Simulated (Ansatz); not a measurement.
Given:

Zr2PbC:
```xyz
8
Lattice="3.3713 0.0000 0.0000 -1.6856 2.9196 0.0000 0.0000 0.0000 14.7741" Properties=species:S:1:pos:R:3 pbc="T T T"
Zr     1.6856     0.9732    13.5572
Zr     0.0000     1.9464     1.2169
Zr     0.0000     1.9464     6.1702
Zr     1.6856     0.9732     8.6039
Pb     1.6856     0.9732     3.6935
Pb     0.0000     1.9464    11.0806
C      0.0000     0.0000     0.0000
C      0.0000     0.0000     7.3870
```

This is the PBEsol-relaxed structure. Tensor components refer to the Cartesian frame of this cell.

Q: All from DFT-PBEsol in the program Ansatz with PAW potentials, unless another level is named. Give the Hill bulk and shear moduli.

A: 128 and 77.9 GPa.

Q: Predict the highest zone-centre frequency.

A: 572 cm^-1.

Q: What about the elastic constants (relaxed ions, GPa)?

A: C11 = 232, C12 = 72.8, C13 = 78.3, C33 = 224, C44 = 78.3.

Space group P6_3/mmc. The workflow started from a Materials Project entry (that database holds measured and hypothetical structures alike); the Crystallography Open Database copy checked does not list it. Its standing as an ambient phase is unchecked. The PBEsol relaxation kept the symmetry of its start; whether a distortion lowers the energy is not shown. No spin polarisation was allowed. As this level gives no gap, shear constants depend on the k-mesh and smearing (Fermi–Dirac, 0.1 eV here). As this level gives no gap, phonon frequencies hold no LO–TO term and depend on the k-mesh and smearing (Fermi–Dirac, 0.1 eV here). Scalar-relativistic: spin–orbit coupling is off unless named, which matters more the heavier the elements.

Potentials: the earlier of the program's two PAW sets. The files were generated under PBE; for other functionals the program regenerates the frozen cores, and for LDA and PBEsol the local potential too.
